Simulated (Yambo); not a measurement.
BaTiO3 (space group R3m, No. 160), G0W0@PBEsol in Yambo with this input:

```
rim_cut
gw0
dyson
el_el_corr
HF_and_locXC
ppa
em1d
RandQpts= 1000000
RandGvec= 1 Ry
EXXRLvcs= 84 Ry
VXCRLvcs= 336 Ry
Chimod= "HARTREE"
% BndsRnXp
 2 | 127 |
%
NGsBlkXp= 8 Ry
% LongDrXp
 1.0 | 1.0 | 1.0 |
%
PPAPntXp= 27.2114 eV
% GbndRnge
 1 | 127 |
%
GTermKind= "BG"
DysSolver= "n"
ExtendOut
```

On a 4×4×4 mesh, with wavefunctions cut at 84 Ry, the gap (Z → Γ) is 4.013 eV and the valence edge shifts by -0.373 eV.

Q: What happens with this change: 51 bands in G?

A: The gap falls by 0.041 eV, to 3.972 eV; the shift of the valence edge becomes -0.348 eV. Neither run is shown to be the converged limit.

Geometry of the Materials Project entry, not relaxed at this level; primitive cell a = 4.034 Å, b = 4.034 Å, c = 4.034 Å, α = 89.84°, β = 89.84°, γ = 89.84°.

A shift is the quasiparticle energy of the state minus its PBEsol energy.
